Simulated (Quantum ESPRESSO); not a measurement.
# Si2BPC4: finding a planted mistake in a log

A calculation, not a measurement. The program is pw.x of Quantum ESPRESSO 7.5 (plane-wave density functional theory). The cell is made up: 8 atoms on a wurtzite lattice, with randomly drawn elements, strain and displacements, not relaxed. PseudoDojo standard norm-conserving files (v0.5 for PBE, v0.4.1 for LDA and PBEsol) set the functional; there is no spin polarisation, spin-orbit coupling or dispersion term, and the masses in the input are unused placeholders.

Intended input:

```
&control calculation='scf', pseudo_dir='./dojo.nc.sr.pbe.v0_5.standard.upf', outdir='./o', disk_io='medium', tprnfor=.true., tstress=.true. /
&system ibrav=0, nat=8, ntyp=4, nbnd=22, ecutwfc=82.02448710, nosym=.true., tot_charge=0,
 occupations='smearing', smearing='fd', degauss=0.0018374661
/
&electrons conv_thr=7.350e-09, electron_maxstep=60, /
ATOMIC_SPECIES
B 1.0 B.upf
C 1.0 C.upf
P 1.0 P.upf
Si 1.0 Si.upf
CELL_PARAMETERS angstrom
3.0106 -0.0125 -0.0116
-0.0217 5.3007 -0.0616
-0.0189 -0.058 4.8598
ATOMIC_POSITIONS angstrom
Si -0.0193 -0.0015 0.0235
Si 1.4923 2.6679 -0.0598
B 1.4372 0.8339 2.4602
P 0.0269 3.4645 2.4382
C 0.0151 -0.0722 1.8713
C 1.469 2.565 1.7954
C 1.4518 0.8608 4.2755
C -0.0616 3.4472 4.2542
K_POINTS automatic
6 4 4 1 1 1
```

The log is shortened where brackets say so; the opening notice, blank lines, dates and the lines on written files are dropped, and the path of the files is cut. It prints rydbergs, bohrs and kilobars, and counts compression as positive stress.

Log of the intended run:

```
     Program PWSCF v.7.5
     Parallel version (MPI & OpenMP), running on       1 processor cores
     Number of MPI processes:                 1
     Threads/MPI process:                     1
     [start-up lines left out]
     bravais-lattice index     =            0
     lattice parameter (alat)  =       5.6893  a.u.
     unit-cell volume          =     523.2714 (a.u.)^3
     number of atoms/cell      =            8
     number of atomic types    =            4
     number of electrons       =        32.00
     number of Kohn-Sham states=           22
     kinetic-energy cutoff     =      82.0245  Ry
     charge density cutoff     =     328.0979  Ry
     scf convergence threshold =      7.3E-09
     mixing beta               =       0.7000
     number of iterations used =            8  plain     mixing
     Exchange-correlation= PBE
                           (   1   4   3   4   0   0   0)
     [axes and pseudopotential details left out]
   Cartesian axes
     site n.     atom                  positions (alat units)
         1        Si     tau(   1) = (  -0.0064106  -0.0004982   0.0078056  )
         2        Si     tau(   2) = (   0.4956740   0.8861547  -0.0198628  )
         3        B      tau(   3) = (   0.4773723   0.2769835   0.8171662  )
         4        P      tau(   4) = (   0.0089350   1.1507488   0.8098588  )
         5        C      tau(   5) = (   0.0050155  -0.0239815   0.6215605  )
         6        C      tau(   6) = (   0.4879348   0.8519760   0.5963500  )
         7        C      tau(   7) = (   0.4822217   0.2859185   1.4201260  )
         8        C      tau(   8) = (  -0.0204607   1.1450026   1.4130511  )
     number of k points=    48  Fermi-Dirac smearing, width (Ry)=  0.0018
                       cart. coord. in units 2pi/alat
        k(    1) = (   0.0839376   0.0722538   0.0786263), wk =   0.0416667
        k(    2) = (   0.0845419   0.0740564   0.2335253), wk =   0.0416667
     [further k points left out]
     Dense  grid:    52493 G-vectors     FFT dimensions: (  36,  60,  54)
     Estimated max dynamical RAM per process >      61.01 MB
     Initial potential from superposition of free atoms
     starting charge      31.9982, renormalised to      32.0000
     Starting wfcs are   32 randomized atomic wfcs
     total cpu time spent up to now is        5.9 secs
     per-process dynamical memory:    48.8 Mb
     Self-consistent Calculation
     iteration #  1     ecut=    82.02 Ry     beta= 0.70
     Davidson diagonalization with overlap
     ethr =  1.00E-02,  avg # of iterations =  3.4
     total cpu time spent up to now is       16.0 secs
     total energy              =     -84.24642194 Ry
     estimated scf accuracy    <       1.47200465 Ry
     iteration #  2     ecut=    82.02 Ry     beta= 0.70
     Davidson diagonalization with overlap
     ethr =  4.60E-03,  avg # of iterations =  2.4
     total cpu time spent up to now is       26.4 secs
     total energy              =     -84.64114561 Ry
     estimated scf accuracy    <       0.70029923 Ry
     [iterations 3 to 10 left out]
     iteration # 11     ecut=    82.02 Ry     beta= 0.70
     Davidson diagonalization with overlap
     ethr =  1.41E-10,  avg # of iterations =  4.0
     total cpu time spent up to now is      129.6 secs
     total energy              =     -84.78310803 Ry
     estimated scf accuracy    <       0.00000001 Ry
     iteration # 12     ecut=    82.02 Ry     beta= 0.70
     Davidson diagonalization with overlap
     ethr =  3.46E-11,  avg # of iterations =  2.0
     total cpu time spent up to now is      141.2 secs
     End of self-consistent calculation
     [lines on levels left out]
!    total energy              =     -84.78310803 Ry
     estimated scf accuracy    <          1.6E-09 Ry
     smearing contrib. (-TS)   =       0.00000000 Ry
     internal energy E=F+TS    =     -84.78310803 Ry
     The total energy is F=E-TS. E is the sum of the following terms:
     one-electron contribution =      22.15798574 Ry
     hartree contribution      =       9.14476547 Ry
     xc contribution           =     -30.22778861 Ry
     ewald contribution        =     -85.85807063 Ry
     convergence has been achieved in  12 iterations
     Forces acting on atoms (cartesian axes, Ry/au):
     atom    1 type  4   force =    -0.00810075    0.05859950   -0.00537491
     atom    2 type  4   force =    -0.03271472   -0.09317582    0.02415624
     atom    3 type  1   force =     0.01300478   -0.04534851    0.01582293
     atom    4 type  3   force =    -0.04881419    0.05995598   -0.02951251
     atom    5 type  2   force =    -0.00578239    0.03306689    0.07746483
     atom    6 type  2   force =     0.03069913   -0.02880643    0.07687471
     atom    7 type  2   force =     0.01116374   -0.03384308   -0.08878460
     atom    8 type  2   force =     0.04054440    0.04955147   -0.07064668
     Total force =     0.237152     Total SCF correction =     0.000020
     Computing stress (Cartesian axis) and pressure
          total   stress  (Ry/bohr**3)                   (kbar)     P=      -41.94
  -0.00024796   0.00010254  -0.00000553          -36.48       15.08       -0.81
   0.00010254  -0.00097367   0.00024647           15.08     -143.23       36.26
  -0.00000553   0.00024647   0.00036639           -0.81       36.26       53.90
     init_run     :      5.61s CPU      5.72s WALL (       1 calls)
     electrons    :    123.89s CPU    135.31s WALL (       1 calls)
     forces       :      2.17s CPU      2.21s WALL (       1 calls)
     stress       :      8.96s CPU      9.02s WALL (       1 calls)
     [timing details left out]
     PWSCF        :   2m20.87s CPU   2m32.60s WALL
     JOB DONE.
```

A second run was made from an input with one planted mistake. Its log:

```
     Program PWSCF v.7.5
     Parallel version (MPI & OpenMP), running on       1 processor cores
     Number of MPI processes:                 1
     Threads/MPI process:                     1
     [start-up lines left out]
     bravais-lattice index     =            0
     lattice parameter (alat)  =       5.6893  a.u.
     unit-cell volume          =     523.2714 (a.u.)^3
     number of atoms/cell      =            8
     number of atomic types    =            4
     number of electrons       =        32.00
     number of Kohn-Sham states=           22
     kinetic-energy cutoff     =      82.0245  Ry
     charge density cutoff     =     328.0979  Ry
     scf convergence threshold =      7.3E-09
     mixing beta               =       0.7000
     number of iterations used =            8  plain     mixing
     Exchange-correlation= PBE
                           (   1   4   3   4   0   0   0)
     [axes and pseudopotential details left out]
   Cartesian axes
     site n.     atom                  positions (alat units)
         1        P      tau(   1) = (  -0.0064106  -0.0004982   0.0078056  )
         2        Si     tau(   2) = (   0.4956740   0.8861547  -0.0198628  )
         3        B      tau(   3) = (   0.4773723   0.2769835   0.8171662  )
         4        Si     tau(   4) = (   0.0089350   1.1507488   0.8098588  )
         5        C      tau(   5) = (   0.0050155  -0.0239815   0.6215605  )
         6        C      tau(   6) = (   0.4879348   0.8519760   0.5963500  )
         7        C      tau(   7) = (   0.4822217   0.2859185   1.4201260  )
         8        C      tau(   8) = (  -0.0204607   1.1450026   1.4130511  )
     number of k points=    48  Fermi-Dirac smearing, width (Ry)=  0.0018
                       cart. coord. in units 2pi/alat
        k(    1) = (   0.0839376   0.0722538   0.0786263), wk =   0.0416667
        k(    2) = (   0.0845419   0.0740564   0.2335253), wk =   0.0416667
     [further k points left out]
     Dense  grid:    52493 G-vectors     FFT dimensions: (  36,  60,  54)
     Estimated max dynamical RAM per process >      61.01 MB
     Initial potential from superposition of free atoms
     starting charge      31.9982, renormalised to      32.0000
     Starting wfcs are   32 randomized atomic wfcs
     total cpu time spent up to now is        4.7 secs
     per-process dynamical memory:    48.8 Mb
     Self-consistent Calculation
     iteration #  1     ecut=    82.02 Ry     beta= 0.70
     Davidson diagonalization with overlap
     ethr =  1.00E-02,  avg # of iterations =  3.6
     total cpu time spent up to now is       14.3 secs
     total energy              =     -84.22164752 Ry
     estimated scf accuracy    <       1.49488862 Ry
     iteration #  2     ecut=    82.02 Ry     beta= 0.70
     Davidson diagonalization with overlap
     ethr =  4.67E-03,  avg # of iterations =  2.2
     total cpu time spent up to now is       24.4 secs
     total energy              =     -84.59840989 Ry
     estimated scf accuracy    <       0.75936841 Ry
     [iterations 3 to 11 left out]
     iteration # 12     ecut=    82.02 Ry     beta= 0.70
     Davidson diagonalization with overlap
     ethr =  2.41E-11,  avg # of iterations =  4.8
     total cpu time spent up to now is      124.3 secs
     total energy              =     -84.76547991 Ry
     estimated scf accuracy    <          9.0E-09 Ry
     iteration # 13     ecut=    82.02 Ry     beta= 0.70
     Davidson diagonalization with overlap
     ethr =  2.41E-11,  avg # of iterations =  2.1
     total cpu time spent up to now is      131.5 secs
     End of self-consistent calculation
     [lines on levels left out]
!    total energy              =     -84.76547991 Ry
     estimated scf accuracy    <          4.4E-10 Ry
     smearing contrib. (-TS)   =      -0.00000000 Ry
     internal energy E=F+TS    =     -84.76547991 Ry
     The total energy is F=E-TS. E is the sum of the following terms:
     one-electron contribution =      22.35945764 Ry
     hartree contribution      =       9.05006905 Ry
     xc contribution           =     -30.22541086 Ry
     ewald contribution        =     -85.94959575 Ry
     convergence has been achieved in  13 iterations
     Forces acting on atoms (cartesian axes, Ry/au):
     atom    1 type  3   force =    -0.00234633   -0.00017975    0.07653732
     atom    2 type  4   force =    -0.03162612   -0.03008380    0.10722487
     atom    3 type  1   force =     0.01208935   -0.00829734   -0.04447689
     atom    4 type  4   force =    -0.05114623   -0.00896965   -0.10046774
     atom    5 type  2   force =    -0.00755340    0.09612766    0.01542786
     atom    6 type  2   force =     0.03894018   -0.06266656    0.05503950
     atom    7 type  2   force =     0.00704768   -0.09470065   -0.09828023
     atom    8 type  2   force =     0.03459487    0.10877009   -0.01100470
     Total force =     0.289971     Total SCF correction =     0.000023
     Computing stress (Cartesian axis) and pressure
          total   stress  (Ry/bohr**3)                   (kbar)     P=      -41.61
  -0.00022229   0.00005308  -0.00007166          -32.70        7.81      -10.54
   0.00005308  -0.00077601   0.00021713            7.81     -114.15       31.94
  -0.00007166   0.00021713   0.00014981          -10.54       31.94       22.04
     init_run     :      4.52s CPU      4.61s WALL (       1 calls)
     electrons    :    114.02s CPU    127.34s WALL (       1 calls)
     forces       :      1.21s CPU      1.22s WALL (       1 calls)
     stress       :      4.65s CPU      4.69s WALL (       1 calls)
     [timing details left out]
     PWSCF        :   2m 4.51s CPU   2m18.28s WALL
     JOB DONE.
```

Question: what was wrong in the second input?

Answer: two atoms have their elements exchanged. The input lines that differ, file-writing options aside:

```
- Si -0.0193 -0.0015 0.0235
+ P -0.0193 -0.0015 0.0235
- P 0.0269 3.4645 2.4382
+ Si 0.0269 3.4645 2.4382
```

|  | intended run | run with the mistake |
| --- | --- | --- |
| free energy (eV) | -1153.533 | -1153.293 |
| smearing term -TS (eV) | 0.0000 | 0.0000 |
| pressure (GPa) | -4.19 | -4.16 |
| largest force component (eV/Å) | 2.396 | 2.797 |
| largest change of a force component (eV/Å) |  | 2.136 |
| iterations | 12 | 13 |

For scale, a rerun of the intended cell at 1347 eV and a 8 x 6 x 6 mesh moved values by no more than 0.003 eV in energy, 0.17 GPa in stress and 0.010 eV/Å in force.